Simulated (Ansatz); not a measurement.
A (100) slab of Co (P6_3/mmc (No. 194)), 12 planes, outer planes Co (top) and Co (bottom), with 12 atoms (Co12) in a surface cell of A = 9.751 Å², as cut from the bulk:

```
CELL_PARAMETERS angstrom
2.45642 0.00000 0.00000
0.00000 3.96941 0.00000
0.00000 0.00000 27.05484
ATOMIC_POSITIONS crystal
Co 0.00000 0.25000 0.27721
Co 0.00000 0.75000 0.32963
Co 0.50000 0.25000 0.35584
Co 0.50000 0.75000 0.40826
Co 0.00000 0.25000 0.43447
Co 0.00000 0.75000 0.48689
Co 0.50000 0.25000 0.51311
Co 0.50000 0.75000 0.56553
Co 0.00000 0.25000 0.59174
Co 0.00000 0.75000 0.64416
Co 0.50000 0.25000 0.67037
Co 0.50000 0.75000 0.72279
```

The calculation used DFT PBEsol, scalar-relativistic, plane waves, PAW in Ansatz 0.2.0. Cutoff 420 eV; k points 14×9×1 on the computed 12-atom cell (Γ-centred); Gaussian smearing, width 0.10 eV; collinear spin from starting moments 1.8 1.8 1.8 1.8 1.8 1.8 1.8 1.8 1.8 1.8 1.8 1.8 μB. The cell repeats along c with a dipole correction in the vacuum.

Against the same 12 atoms in the bulk, the slab as cut lies 4.366 eV higher and the relaxed slab 4.165 eV higher.

Problem. Work out the surface energy before and after relaxation.

Solution. The slab has two faces, so γ = (E_slab − N·E_bulk)/(2A), the mean of both. As cut: 4.366/(2 × 9.751) = 0.2239 eV/Å², and 1 eV/Å² = 16.02 J/m², so γ = 3.59 J/m². Relaxed: 4.165/(2 × 9.751) = 0.2136 eV/Å² = 3.42 J/m². Relaxation recovers 5 % of the cost of cutting.

Problem. What is the ideal work of this cut, per area?

Solution. Griffith's ideal work is 2γ: 7.17 J/m² if the new faces stay rigid, 6.84 J/m² if they relax. Other cuts parallel to this plane can cost less. One thickness was run, 12 planes, so γ can still shift with it.